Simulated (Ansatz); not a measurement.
BaHfO3:
```xyz
5
Lattice="4.1771 0.0000 0.0000 0.0000 4.1771 0.0000 0.0000 0.0000 4.1771" Properties=species:S:1:pos:R:3 pbc="T T T"
Ba     2.0886     2.0886     2.0886
Hf     0.0000     0.0000     0.0000
O      0.0000     2.0886     0.0000
O      2.0886     0.0000     0.0000
O      0.0000     0.0000     2.0886
```

DFT-r²SCAN in the program Ansatz with PAW potentials gives a gap of 4.19 eV without spin–orbit coupling, maximum at R, minimum at Γ.

Problem. What happens when spin–orbit coupling is switched on?

Solution. The gap shrinks by 0.09 eV, to 4.10 eV; maximum at R, minimum at Γ.

Problem. Give the electron effective mass with spin–orbit coupling, band 1 of 2 at the edge.

Solution. 0.80 along [100], 0.61 along [110], 0.51 along [111] (mₑ).

Problem. Give the electron effective mass with spin–orbit coupling, band 2 of 2 at the edge.

Solution. 0.35 along [100], 0.40 along [110], 0.46 along [111] (mₑ).

Space group Pm-3m (cubic perovskite). The cell was relaxed with r²SCAN under the symmetry of its start; phonons on a q-mesh show no instability. No spin polarisation was allowed.

Potentials: the later of the program's two PAW sets.
